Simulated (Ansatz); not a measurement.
A geometry of GaIr away from equilibrium: step 13 of the relaxation of a randomly generated symmetric cell of GaIr (space group No. 10). Method: PBEsol (plane waves to 420 eV, PAW, scalar-relativistic; Ansatz, a program for electronic structure). Γ-centred k-mesh 11×10×11 on the run's cell (coarser than for final values), Fermi–Dirac smearing 0.05 eV.

```xyz
2
Lattice="2.7846 0.0000 -0.7302 0.0000 3.2842 0.0000 -1.8902 0.0000 3.4843" Properties=species:S:1:pos:R:3:forces:R:3 pbc="T T T" free_energy=-15542.995 pressure_GPa=3.1
Ga     0.4472     0.0000     1.3770    0.0000    0.0000    0.0000
Ir     1.3923     1.6421    -0.3651    0.0000    0.0000    0.0000
```

Positions in Å, forces in eV/Å, free energy of the cell in eV (comparable only within this code, potentials and settings). Largest force: all forces are below 0.005 eV/Å; the geometry lies 0.02 eV/atom above the end of its relaxation.

No spin polarisation in the result.

The run could not lose the symmetry of its start; a randomly shaken copy of 4 atoms returns to this structure.

All atoms sit on sites fixed by symmetry, so only the cell could relax.
